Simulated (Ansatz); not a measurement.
ZrPRu:
```cif
data_P4Ru4Zr4
_chemical_formula_sum 'Zr4 P4 Ru4'
_space_group_name_H-M_alt 'P 1'
_space_group_IT_number 1
_cell_length_a 6.44997
_cell_length_b 3.88022
_cell_length_c 7.31576
_cell_angle_alpha 90.000
_cell_angle_beta 90.000
_cell_angle_gamma 90.000
loop_
_space_group_symop_operation_xyz
  'x, y, z'
loop_
_atom_site_label
_atom_site_type_symbol
_atom_site_fract_x
_atom_site_fract_y
_atom_site_fract_z
_atom_site_occupancy
Zr1 Zr 0.52123 0.75000 0.31787 1
Zr2 Zr 0.47877 0.25000 0.68213 1
Zr3 Zr 0.97877 0.25000 0.81787 1
Zr4 Zr 0.02123 0.75000 0.18213 1
P1 P 0.72414 0.25000 0.12046 1
P2 P 0.27586 0.75000 0.87954 1
P3 P 0.77586 0.75000 0.62046 1
P4 P 0.22414 0.25000 0.37954 1
Ru1 Ru 0.34947 0.25000 0.06096 1
Ru2 Ru 0.65053 0.75000 0.93904 1
Ru3 Ru 0.15053 0.75000 0.56096 1
Ru4 Ru 0.84947 0.25000 0.43904 1
```

Relaxed with r²SCAN.

Task: Which orbitals make up the states near the Fermi level in plane-wave PAW r²SCAN (Ansatz code)?

Result: Within 0.5 eV of the Fermi level: Ru 4d 44 %, Zr 4d 41 %, P 3p 9 %. Projections are on Löwdin-orthogonalised atomic valence shells; empty p or d shells of many metals are not among them.

Task: Tabulate the density of states.

Result: States/eV per cell of 12 atoms, in 0.25 eV bins, energy from the Fermi level.

```
E (eV)  total  Ru 4d  Zr 4d  P 3p
------  -----  -----  -----  ----
-7.85    0.00   0.00   0.00  0.00
-7.60    0.00   0.00   0.00  0.00
-7.35    0.00   0.00   0.00  0.00
-7.10    0.00   0.00   0.00  0.00
-6.85    2.55   0.41   0.37  1.15
-6.60   11.87   2.40   1.60  5.28
-6.35    8.75   2.03   1.05  3.93
-6.10    6.07   1.56   0.71  2.77
-5.85    5.38   1.72   0.67  2.40
-5.60    7.82   3.08   1.02  3.29
-5.35   11.83   4.29   1.43  5.30
-5.10   12.11   4.31   1.42  5.70
-4.85   12.72   4.26   1.45  6.33
-4.60    9.70   2.64   1.41  5.15
-4.35    5.50   1.45   0.77  2.96
-4.10    1.52   0.42   0.23  0.76
-3.85    0.24   0.09   0.04  0.10
-3.60    5.82   4.43   0.89  0.26
-3.35   13.59  10.19   1.86  0.77
-3.10   11.01   7.57   1.73  0.91
-2.85    7.57   4.79   1.72  0.46
-2.60   11.81   7.15   2.90  0.72
-2.35   10.86   6.75   2.56  0.67
-2.10   10.85   6.34   2.90  0.73
-1.85   11.26   5.61   3.66  1.13
-1.60    8.54   4.82   2.34  0.77
-1.35   14.77   9.94   2.75  1.01
-1.10   11.30   6.99   2.41  0.95
-0.85    8.59   4.70   2.36  0.91
-0.60    5.50   2.79   1.78  0.55
-0.35    6.05   2.71   2.38  0.53
-0.10    7.08   3.15   2.81  0.62
0.15     6.27   2.74   2.54  0.54
0.40     4.75   2.03   2.11  0.36
0.65     4.34   2.07   1.72  0.35
0.90     1.78   0.65   0.90  0.12
1.15     7.62   2.91   3.82  0.57
1.40     6.29   2.26   3.14  0.54
1.65     8.36   2.34   4.69  0.68
1.90     7.75   1.93   4.59  0.60
2.15     6.94   1.34   4.30  0.54
2.40     9.36   1.63   6.08  0.70
2.65    11.74   2.14   7.20  1.10
2.90     6.79   1.21   4.12  0.51
3.15     8.90   1.51   5.50  0.69
3.40     9.49   1.39   5.77  0.90
3.65    11.02   1.42   7.10  1.02
3.90     8.21   0.99   4.80  0.98
4.15     6.99   0.87   3.46  1.04
4.40    10.16   1.25   4.89  1.86
4.65     9.10   1.04   4.47  1.92
```

Space group Pnma. The first step of the workflow began from a Materials Project structure, measured or hypothetical; the Crystallography Open Database copy checked does not list it. Whether it is the stable phase at ambient conditions was not checked. The r²SCAN relaxation kept the symmetry of its start; whether a distortion lowers the energy is not shown. The run is not spin-polarised. Spin–orbit coupling is left out wherever it is not named.

Potentials: the later of the program's two PAW sets.
